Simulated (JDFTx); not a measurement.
An input for a modified build of JDFTx (Os(0001), linear PCM (GLSSA13), water, 1 M KCl; bohr, hartree) and the course of its log:

```
lattice \
  5.1894333192 2.5947166690 0.0000000000 \
  0.0000000000 4.4941810815 0.0000000000 \
  0.0000000000 0.0000000000 42.5188378041
coords-type Lattice
ion Os 0.6666666668 0.6666666668 -0.1442103330 0
ion Os 0.0000000002 0.0000000002 -0.0480701110 0
ion Os 0.6666666668 0.6666666668 0.0480701110 0
ion Os 0.0000000002 0.0000000002 0.1442103330 0
ion-species pseudo/os_pbe_v1.2.upf
elec-cutoff 20 100
elec-ex-corr gga-PBE
coulomb-interaction Slab 001
coulomb-truncation-embed 0 0 0
kpoint-folding 10 10 1
elec-smearing Fermi 0.01
elec-n-bands 43
target-mu -0.203591
electronic-scf nIterations 100 energyDiffThreshold 1e-10
fluid LinearPCM
pcm-variant GLSSA13
fluid-solvent H2O
fluid-cation K+ 1
fluid-anion Cl- 1
fluid-minimize nIterations 400 knormThreshold 1e-11
wavefunction read f0.wfns
elec-initial-eigenvals f0.eigenvals
elec-initial-fillings read f0.fillings
fluid-initial-state f0.fluidState
dump-name f0_u0.$VAR
dump End State Ecomponents EigStats BandEigs Forces ElecDensity IonicPositions Fillings Kpoints Dtot FluidDebug BoundCharge FluidDensity
```

```
[one cycle in 5 is shown, and the last three; fluid-solver lines are left out]
	FillingsUpdate:  mu: -0.203591000  nElectrons: 62.132058
SCF: Cycle:  0   G: -353.519040317388260   dG: +1.850e+00   |Residual|: 1.271e-01   |deigs|: 3.589e-09
	FillingsUpdate:  mu: -0.203591000  nElectrons: 63.759605
SCF: Cycle:  5   G: -355.348930191967327   dG: -4.491e-02   |Residual|: 1.387e-02   |deigs|: 1.720e-03
	FillingsUpdate:  mu: -0.203591000  nElectrons: 63.928124
SCF: Cycle: 10   G: -355.369879070255536   dG: +4.651e-05   |Residual|: 1.134e-03   |deigs|: 3.565e-04
	FillingsUpdate:  mu: -0.203591000  nElectrons: 63.945142
SCF: Cycle: 15   G: -355.369871112306612   dG: -2.576e-05   |Residual|: 7.939e-04   |deigs|: 7.149e-04
	FillingsUpdate:  mu: -0.203591000  nElectrons: 63.934828
SCF: Cycle: 20   G: -355.369928331824042   dG: +2.338e-07   |Residual|: 3.992e-05   |deigs|: 1.359e-05
	FillingsUpdate:  mu: -0.203591000  nElectrons: 63.935069
SCF: Cycle: 25   G: -355.369928500745971   dG: +3.087e-08   |Residual|: 2.925e-05   |deigs|: 6.235e-06
	FillingsUpdate:  mu: -0.203591000  nElectrons: 63.935638
SCF: Cycle: 30   G: -355.369928531871494   dG: +2.437e-08   |Residual|: 1.438e-05   |deigs|: 2.519e-06
	FillingsUpdate:  mu: -0.203591000  nElectrons: 63.935626
SCF: Cycle: 35   G: -355.369928509830061   dG: -2.309e-08   |Residual|: 1.972e-05   |deigs|: 1.809e-06
	FillingsUpdate:  mu: -0.203591000  nElectrons: 63.935602
SCF: Cycle: 40   G: -355.369928529858669   dG: -1.246e-07   |Residual|: 1.422e-05   |deigs|: 4.558e-06
	FillingsUpdate:  mu: -0.203591000  nElectrons: 63.935416
SCF: Cycle: 45   G: -355.369928538786951   dG: -8.650e-08   |Residual|: 1.549e-05   |deigs|: 3.885e-06
	FillingsUpdate:  mu: -0.203591000  nElectrons: 63.935236
SCF: Cycle: 50   G: -355.369928494924238   dG: -5.808e-08   |Residual|: 2.681e-05   |deigs|: 3.367e-06
	FillingsUpdate:  mu: -0.203591000  nElectrons: 63.935193
SCF: Cycle: 55   G: -355.369928509343367   dG: +1.436e-09   |Residual|: 1.788e-05   |deigs|: 1.870e-06
	FillingsUpdate:  mu: -0.203591000  nElectrons: 63.935094
SCF: Cycle: 60   G: -355.369928401272261   dG: +1.033e-07   |Residual|: 4.048e-05   |deigs|: 5.076e-06
	FillingsUpdate:  mu: -0.203591000  nElectrons: 63.935023
SCF: Cycle: 65   G: -355.369928437347824   dG: +6.003e-08   |Residual|: 2.827e-05   |deigs|: 3.372e-06
	FillingsUpdate:  mu: -0.203591000  nElectrons: 63.936440
SCF: Cycle: 70   G: -355.369927858595418   dG: +6.623e-07   |Residual|: 7.265e-05   |deigs|: 1.048e-05
	FillingsUpdate:  mu: -0.203591000  nElectrons: 63.935734
SCF: Cycle: 75   G: -355.369928447019390   dG: +5.116e-08   |Residual|: 2.165e-05   |deigs|: 2.090e-06
	FillingsUpdate:  mu: -0.203591000  nElectrons: 63.935599
SCF: Cycle: 80   G: -355.369928495970441   dG: -1.722e-07   |Residual|: 1.332e-05   |deigs|: 4.203e-06
	FillingsUpdate:  mu: -0.203591000  nElectrons: 63.935608
SCF: Cycle: 85   G: -355.369928490706570   dG: -1.128e-08   |Residual|: 1.282e-05   |deigs|: 9.915e-07
	FillingsUpdate:  mu: -0.203591000  nElectrons: 63.935809
SCF: Cycle: 90   G: -355.369928424573231   dG: +6.809e-08   |Residual|: 3.089e-05   |deigs|: 2.909e-06
	FillingsUpdate:  mu: -0.203591000  nElectrons: 63.935638
SCF: Cycle: 95   G: -355.369928423783676   dG: +1.205e-08   |Residual|: 3.560e-05   |deigs|: 3.906e-06
	FillingsUpdate:  mu: -0.203591000  nElectrons: 63.935613
SCF: Cycle: 97   G: -355.369928447881819   dG: -6.947e-09   |Residual|: 2.741e-05   |deigs|: 3.002e-06
	FillingsUpdate:  mu: -0.203591000  nElectrons: 63.935977
SCF: Cycle: 98   G: -355.369928345015978   dG: +1.029e-07   |Residual|: 5.044e-05   |deigs|: 4.959e-06
	FillingsUpdate:  mu: -0.203591000  nElectrons: 63.935473
SCF: Cycle: 99   G: -355.369928491562177   dG: -1.465e-07   |Residual|: 1.187e-05   |deigs|: 6.007e-06
SCF: None of the convergence criteria satisfied after 100 iterations.
IonicMinimize: Iter:   0  G: -355.369928491562177  |grad|_K:  0.000e+00
IonicMinimize: Converged (|grad|_K<1.000000e-04).
```

This run gave no converged result. The loop ran out of cycles short of its threshold. It has stalled and not diverged: the last ten energies span 1e-07 Ha, so the total is near its end, but levels, forces and the electron count aren't shown converged.
